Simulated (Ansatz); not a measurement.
The relaxed structure here is a generated cell of TaAs: the first start was made by placing the elements on the sites of a structure type, and the end was not matched to a known phase here, so it may be hypothetical. Known forms of TaAs include space group No. 109.

One starting cell of TaAs (a generated cell, TaAs built in the AFLOW prototype AB_cF16_227_a_b (B32, as in NaTl)) was relaxed twice with Ansatz (plane waves, PAW, scalar-relativistic): with r2SCAN at 500 eV and with PBE at 420 eV. The r2SCAN result:

```yaml
crystal:
  lattice:
    - [0.00000, 3.24804, 3.24804]
    - [3.24804, 0.00000, 3.24804]
    - [3.24804, 3.24804, 0.00000]
  atoms:
    - { symbol: Ta, position: [0.75000, 0.75000, 0.75000] }
    - { symbol: Ta, position: [0.50000, 0.50000, 0.50000] }
    - { symbol: As, position: [0.00000, 0.00000, 0.00000] }
    - { symbol: As, position: [0.25000, 0.25000, 0.25000] }
```

```
quantity                          r2SCAN    PBE
--------------------------------  ------  -----
space group                        Fd-3m  Fd-3m
volume (Å³/atom)                   17.13    ___
a (Å)                              6.496    ___
gap (eV, no spin-orbit coupling)    0.00    ___
```

Fill in the PBE column.


- volume (Å³/atom), PBE: 17.43
- a (Å), PBE: 6.534
- gap (eV, no spin-orbit coupling), PBE: 0.00

Both levels end in the same structure; PBE's volume is 1.7 % larger. Neither column is exact.

No spin polarisation in the result.

The run could not lower the symmetry of its start; a shaken copy of this end point relaxes with r2SCAN to Cmce (No. 64), 0.58 eV/atom lower.

Ansatz is a first-principles code.
